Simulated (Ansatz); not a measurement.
The relaxed structure here is a generated cell of W: the first start was made by placing the elements on the sites of a structure type, and the end was not matched to a known phase here, so it may be hypothetical. Known forms of W include space group No. 229.

One starting cell of W (a generated cell, W placed in the omega structure type) was relaxed twice with Ansatz (plane waves, PAW, scalar-relativistic): with r2SCAN at 500 eV and with PBE at 420 eV. The r2SCAN result:

W is modelled in the hexagonal space group P6/mmm (No. 191), Pearson symbol hP3. Lattice parameters: a = b = 4.672 Å, c = 2.587 Å, α = β = 90.00°, γ = 120.00°. W1 on 1a has 2 W at 2.587 Å and 12 W at 2.992 Å. W2 on 2d sees 5 W at 2.587–2.698 Å and 6 W at 2.992 Å and 6 W at 3.737 Å. (Neighbours: up to the widest gap in distance over summed covalent radii, below 1.35, at either atom.)

```json
[
 {"quantity": "space group", "r2SCAN": "P6/mmm", "PBE": "P6/mmm"},
 {"quantity": "volume (Å³/atom)", "r2SCAN": "16.30", "PBE": "16.55"},
 {"quantity": "a (Å)", "r2SCAN": "4.672", "PBE": "4.691"},
 {"quantity": "c (Å)", "r2SCAN": "2.587", "PBE": "2.605"},
 {"quantity": "gap (eV, no spin-orbit coupling)", "r2SCAN": "0.00", "PBE": "0.00"}
]
```

Both levels end in the same structure; PBE's volume is 1.5 % larger. Neither column is exact.

No spin polarisation in the result.

The run could not lower the symmetry of its start; a shaken copy of this end point relaxes with r2SCAN to Im-3m (No. 229), 0.61 eV/atom lower.

Ansatz is a quantum-chemistry and plane-wave program.
